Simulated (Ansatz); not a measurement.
A relaxed cell of InGa₃AsP is given with its symmetry left out. The cell was found from a structure generator's guess, not taken from experiment.

Method: Ansatz, DFT PBE, scalar-relativistic, plane waves, PAW. Cutoff 420 eV, Γ-centred mesh, Gaussian smearing, no spin polarisation.

```cif
data_structure
_symmetry_space_group_name_H-M 'P 1'
_symmetry_Int_Tables_number 1
_cell_length_a 5.2310
_cell_length_b 5.2310
_cell_length_c 5.3553
_cell_angle_alpha 90.000
_cell_angle_beta 90.000
_cell_angle_gamma 90.000
_cell_volume 146.54
loop_
_atom_site_label
_atom_site_type_symbol
_atom_site_fract_x
_atom_site_fract_y
_atom_site_fract_z
_atom_site_occupancy
In1 In 0.50000 0.50000 0.50000 1
Ga1 Ga 0.00000 0.50000 0.00000 1
Ga2 Ga 0.50000 0.00000 0.00000 1
Ga3 Ga 0.00000 0.00000 0.00000 1
P1 P 0.00000 0.00000 0.50000 1
As1 As 0.50000 0.50000 0.00000 1
```

Formation energies are uncorrected and refer to the elements' standard structures at the same level. The references include black phosphorus.

Q: Find its symmetry and describe it.

A: P4/mmm (No. 123). Conventional cell: a = 5.231 Å, c = 5.355 Å. In has 2 As at 2.68 Å, 4 P at 3.70 Å and 8 Ga at 3.74 Å; Ga on a site of symmetry mmm is surrounded by 2 As at 2.62 Å and 2 Ga at 2.62 Å; P is surrounded by 2 Ga at 2.68 Å; As has 4 Ga at 2.62 Å and 2 In at 2.68 Å; 1 more site not described.

Q: What is its formation energy per atom?

A: +0.36 eV/atom. A positive value: parting into the elements would lower its energy.

Q: Is it a metal?

A: Yes, bands cross the Fermi level on the 8×8×8 mesh.

The last run used an 8×8×8 mesh for its 6-atom cell and Gaussian smearing of 0.10 eV. The reference forms of As and P are held partly by dispersion forces, which this level lacks. Symmetry constrained the relaxation, so the result can be a saddle point. Another cell of InGa3AsP relaxed alike, in P-6m2, lies 248 meV/atom lower, so this cell isn't the stable form at this level.
